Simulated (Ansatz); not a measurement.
An Ansatz input:

```yaml
crystal:
  lattice:
    - [2.8308053026, 0.0, 0.0]
    - [-1.4154026513, 2.4515493052, 0.0]
    - [0.0, 0.0, 2.7879806286]
  atoms:
    - { symbol: B, position: [0.0, 0.0, 0.0] }
    - { symbol: B, position: [0.3333333333, 0.6666666667, 0.5] }
    - { symbol: B, position: [0.6666666667, 0.3333333333, 0.5] }
hamiltonian:
  xc: lda
  pseudopotentials:
    kind: paw
    azcp:
      B: "pseudopotentials/B.paw.azcp"
basis:
  ecutwfc: 420
  fft_grid_basis: typed
kpoints:
  mp_grid: { grid: [17, 17, 15], shift: [0, 0, 0] }
magnetization:
  spin_polarized: false
scf:
  occupations: { method: fermi_dirac, width: 0.1 }
output:
  write_density: true
  write_potential: true
  elf: true
  volumetric_format: npy
```

and its output:

```
Warning: the record states the generating functional pbe (its physics header spells it `PBE`), which answers neither for hamiltonian.xc's functional nor for the lda family's — results may be inconsistent (PPs are generated against a specific XC)
Engine: ansatz 0.2.0, aarch64-unknown-linux-gnu
Pseudopotentials: kind: paw
Pseudopotential: B, paw, valence charge 3, recommended cutoff 420 eV (normal) 
Functional definition: SPW92
  exchange = slater_x
  correlation = pw_c
Crystal: 3 atoms, lattice volume = 19.348 Å³
Basis set: ecut = 420 eV, 405 PW (Γ)
Bands: 9, of which v1, the nominal top of the filled ones, is band 5 counted from 1 (4 counted from 0)
Symmetry: 24 space group operations
Space group: P6/mmm (ITA 191), of the structure as read, at distance tolerance 2.7e-5 Å
k-points: 264 of 4335
Non-local potential: B, projectors of the file, l = 0: 2, l = 1: 2, l = 2: 1
PAW form: soft (Blöchl's): semilocal exchange-correlation on the pseudo side does not see the compensation charge
PAW frozen core: B, regenerated for the run's functional, and the local potential with it (the file was generated under x = pbe(κ = 0.804, μ = 0.2195149727645171), c = pbe(β = 0.06672455060314922))
PAW one-centre angular grid: B, 110 points (default); XC on 64 Gauss nodes
Initial density: superposition of atomic densities (neutral atoms: chi_scale 0, normalization atom), corrected by the library's trained network
Initial wavefunctions: pseudopotential atomic-orbital guess
Functional: x = slater, c = lda
SCF iter   1: F=—  HF=-446.262631 eV  |F-HF|=—  |Δ(HF+E_count)|=         —  Δρ=1.02e-2  dr2=1.15e-2  ethr=1.77e-3  ⟨swp⟩=4.6  Hψ=14587  notcnv=0
SCF iter   2: F=—  HF=-446.260706 eV  |F-HF|=—  |Δ(HF+E_count)|=   1.93e-3  Δρ=6.14e-3  dr2=4.76e-3  ethr=1.27e-4  ⟨swp⟩=1.0  Hψ=4488  notcnv=0
SCF iter   3: F=—  HF=-446.259337 eV  |F-HF|=—  |Δ(HF+E_count)|=   1.37e-3  Δρ=3.26e-4  dr2=6.92e-6  ethr=5.28e-5  ⟨swp⟩=2.0  Hψ=3247  notcnv=0
SCF iter   4: F=—  HF=-446.259340 eV  |F-HF|=—  |Δ(HF+E_count)|=   2.73e-6  Δρ=4.71e-5  dr2=3.67e-7  ethr=7.69e-8  ⟨swp⟩=2.3  Hψ=3152  notcnv=0
iter 5 did not close the SCF: its close was put off for the readings that it lacked (scf_convergence_deferred on its scf_iter line)
SCF iter   5: F=-446.259340 eV  HF=-446.259340 eV  |F-HF|=1.60e-9  |Δ(HF+E_count)|=   4.80e-8  Δρ=4.52e-6  dr2=3.30e-9  ethr=4.08e-9  ⟨swp⟩=2.1  Hψ=3372  notcnv=0
SCF iter   6: F=-446.259340 eV  HF=-446.259340 eV  |F-HF|=1.53e-12  |Δ(HF+E_count)|=  5.53e-10  Δρ=8.04e-7  dr2=4.57e-11  ethr=3.66e-11  ⟨swp⟩=1.7  Hψ=8772  notcnv=0
SCF 1 converged in 6 iterations: F = -446.259340 eV  dr2 = 4.57e-11
SCF converged after 6 iterations
Free energy (F): -446.259340 eV
Harris-Foulkes:  -446.259340 eV  (|F-HF|=1.53e-12)
Internal energy: -446.245236 eV  (E = F + TS)
E sigma→0 (E₀):  -446.252288 eV
Entropy (-TS):   -0.014103 eV (-4.701 meV/atom)
Fermi energy:    11.901653 eV
--- Per-component energies (eV) ---
  E_band       = 42.256949
  E_kinetic    = 146.833730
  E_local      = -30.855305  (includes V_loc(G=0)·N_el)
  E_nonlocal   = 37.178415
  E_hartree    = 6.635879
  E_xc         = -96.579526
  E_vxc        = -115.025867  (∫ρ·V_xc dr)
  E_paw        = -217.492496  (= ΣΔE_a)
  E_vpaw       = -9.145749  (= ΣTr[D̂ρ^β])
  E_aug_tail   = -0.000012  (compensation charges beyond the density's cutoff)
  E_ewald      = -292.103426
  E_core_change = 0.137503  (= ΣΔE_core)
  E_smearing   = -0.014103  (= −TS)
  E_closure    = 0.000000  (closes the sum)
  Σ components = -446.259340   (vs F -446.259340, Δ=0.00e0)
--- Band table (eV; the first three rows and the last of 264) ---
  k-point 0: bands = ["-5.2590", "7.5064", "10.7537", "10.7537", "12.7037", "12.7037", "14.5041", "21.6906", "21.8858"]
  k-point 1: bands = ["-5.1910", "7.0099", "10.7882", "10.7882", "12.7773", "12.7773", "15.0397", "21.7550", "21.7809"]
  k-point 2: bands = ["-4.9874", "5.8499", "10.8870", "10.8870", "12.9966", "12.9966", "16.2589", "21.4447", "22.0340"]
  k-point 263: bands = ["2.5872", "4.1295", "4.8114", "5.7257", "6.3994", "7.9647", "18.9386", "22.0682", "23.0166"]
```
